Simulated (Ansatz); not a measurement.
Ansatz (a first-principles code) input:

Ansatz 0.2 input:
```yaml
crystal:
  lattice:
    - [2.1206339723, -4.3694816345, 0.0]
    - [2.1206339723, 4.3694816345, 0.0]
    - [0.0, 0.0, 2.5046896341]
  atoms:
    - { symbol: C, position: [0.4047379716, 0.2263268478, 0.0] }
    - { symbol: C, position: [0.5952620284, 0.7736731522, 0.0] }
    - { symbol: C, position: [0.2263268478, 0.4047379716, 0.0] }
    - { symbol: C, position: [0.7736731522, 0.5952620284, 0.0] }
    - { symbol: C, position: [0.0186659326, 0.3518267257, 0.5] }
    - { symbol: C, position: [0.9813340674, 0.6481732743, 0.5] }
    - { symbol: C, position: [0.3518267257, 0.0186659326, 0.5] }
    - { symbol: C, position: [0.6481732743, 0.9813340674, 0.5] }
kpoints:
  mp_grid: { grid: [7, 7, 11] }
hamiltonian:
  xc: r2scan
  pseudopotentials: { azcp: { folder: ./paw }, kind: paw }
scf:
  occupations: { method: fixed }
checkpoint: { read: static.run }
output: { write_density: true, elf: true, volumetric_format: npy }
basis: { fft_grid_basis: typed }
```

Output (shortened):

```
Pseudopotential: C, paw, valence charge 4
Functional definition: r2SCAN
Crystal: 8 atoms, lattice volume = 46.417 Å³
Basis set: ecut = 500 eV, 1165 PW (Γ), exchange–correlation on 144×144×80 points (64 copies of the dense FFT grid, shifted against one another)
Bands: 24, of which v1, the nominal top of the filled ones, is band 16 counted from 1 (15 counted from 0)
Symmetry: 8 space group operations
Space group: Cmmm (ITA 65), of the structure as read, at distance tolerance 3.6e-5 Å
k-points: 96 of 539
Stability of the state it starts from, as read at its close in the unpolarized treatment …
iter 1 solved again at ethr=2.00e-8 eV; its pass at ethr=3.10e-3 eV (dr2=6.39e-6 eV) is discarded
SCF iter   1: F=—  HF=-2011.298364 eV  |F-HF|=—  |Δ(HF+E_count)|=         —  Δρ=2.71e-7  dr2=2.85e-11  dr2_τ=2.98e-12  ethr=2.00e-8  ⟨swp⟩=4.0  Hψ=16432  notcnv=0  defer=567
preconditioner: auto → none
SCF iter   2: F=-2011.298364 eV  HF=-2011.298364 eV  |F-HF|=9.09e-12  |Δ(HF+E_count)|=   3.39e-7  Δρ=2.33e-7  dr2=1.99e-11  dr2_τ=5.55e-12  ethr=1.00e-12  ⟨swp⟩=10.4  Hψ=11496  notcnv=0
SCF 1 converged in 2 iterations: F = -2011.298364 eV  dr2 = 1.99e-11
SCF converged after 2 iterations
Free energy (F): -2011.298364 eV
Harris-Foulkes:  -2011.298364 eV  (|F-HF|=9.09e-12)
Internal energy: -2011.298364 eV  (E = F + TS)
E sigma→0 (E₀):  -2011.298364 eV
Fermi energy:    12.968498 eV
--- Per-component energies (eV) ---
  E_band       = 110.854159
  E_kinetic    = 717.904998
  E_local      = -481.482881  (includes V_loc(G=0)·N_el)
  E_nonlocal   = 180.990328
  E_hartree    = 121.622549
  E_xc         = -375.085325
  E_vxc        = -515.777977  (∫ρ·V_xc dr)
  E_paw        = -811.594554  (= ΣΔE_a)
  E_vpaw       = -61.231183  (= ΣTr[D̂ρ^β])
  E_aug_tail   = 0.000021  (compensation charges beyond the density's cutoff)
  E_vtau       = 27.205841  (kinetic-family band-sum trace: ∫τ·v_τ [+ j·A + Jᵃ·Aᵃ] dr)
  E_ewald      = -1363.455310
  E_core_change = -0.198191  (= ΣΔE_core)
  E_smearing   =  0.000000  (= −TS)
  E_closure    = 0.000000  (closes the sum)
  Σ components = -2011.298364   (vs F -2011.298364, Δ=0.00e0)
  [band-id]    e_kinetic+e_local+e_nonlocal+2·e_hartree+e_vxc+e_vpaw+e_augmentation_tail+e_vtau = 110.854245   (vs E_band 110.854159, Δ=8.52e-5)
--- Band table (eV; the first three rows and the last of 96) ---
  k-point 0: bands = ["-9.6842", "-4.3304", "-3.0170", "-2.8862", "-2.3012", "0.3038", "1.7844", "6.4009", "8.3892", "8.4515", "9.0315", "9.7506", "10.8690", "11.0144", "11.1861", "11.8519", "17.9948", "18.2685", "18.4574", "18.6489", "21.6075", "22.3568", "22.8974", "23.3036"]
  k-point 1: bands = ["-9.5252", "-4.1811", "-2.9202", "-2.7417", "-2.1568", "0.4434", "1.9398", "5.5593", "8.3719", "8.3878", "8.7784", "8.9569", "10.3024", "10.5623", "10.8741", "11.6655", "18.1147", "18.7245", "18.9109", "19.0938", "21.5316", "22.7011", "22.7628", "23.7734"]
  k-point 2: bands = ["-9.0502", "-3.7344", "-2.6783", "-2.3097", "-1.7253", "0.8458", "2.3879", "3.7677", "7.2097", "7.7022", "7.9552", "8.0006", "9.5167", "9.5417", "10.3129", "11.0869", "18.0065", "19.2519", "19.4853", "20.7309", "21.5776", "22.9508", "24.0784", "25.0894"]
  k-point 95: bands = ["-4.9850", "-4.4371", "-2.1195", "-1.6058", "-0.4582", "1.0818", "2.7863", "3.8377", "3.8826", "5.2897", "6.3126", "6.9379", "7.0601", "7.1884", "8.2224", "8.3317", "17.4086", "17.8523", "18.6640", "19.7425", "22.9515", "23.0833", "24.8045", "25.7488"]
```

Cost: very roughly 18 core-seconds on shared cores.

The start of the workflow was typed in or built on a structure type; the Crystallography Open Database copy checked does not list it. It is not the phase usual at ambient conditions (space group No. 194, 227). Symmetry was held in the r²SCAN relaxation; its stability against distortions is not shown here.

Potentials: the earlier of the program's two PAW sets.

Ansatz is a plane-wave DFT program.
